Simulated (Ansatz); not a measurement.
SiSn (CsCl type, space group No. 221), plane-wave PAW PBE (Ansatz code), all energies at zero smearing, with the estimated change up to a 700 eV cutoff added, with one set of potentials and settings (totals compare only within such a set). Cell of 2 atoms (1 Sn, 1 Si): -6659.082 eV.

| element | reference phase | E (eV/atom) |
|---|---|---|
| Sn | Fd-3m, 2 atoms in the cell | -6024.2128 |
| Si | Fd-3m, 2 atoms in the cell | -635.8096 |

Formation energy per atom, worked out: (-6659.082 − 1×(-6024.2128) − 1×(-635.8096))/2 = 0.470 eV/atom (45 kJ per mol of atoms), at 0 K, without zero-point energy or fitted corrections.

Space group Pm-3m (CsCl type). The cell is a constructed one: a structure type filled with these elements; neither database checked (COD, Materials Project) lists it. Its standing as an ambient phase is unchecked. The PBE relaxation kept the symmetry of its start. At this level the phase is mechanically unstable. The references are the lowest solids computed at this level, not always the standard phases. Spin–orbit coupling is left out wherever it is not named.

Potentials: the later of the program's two PAW sets.
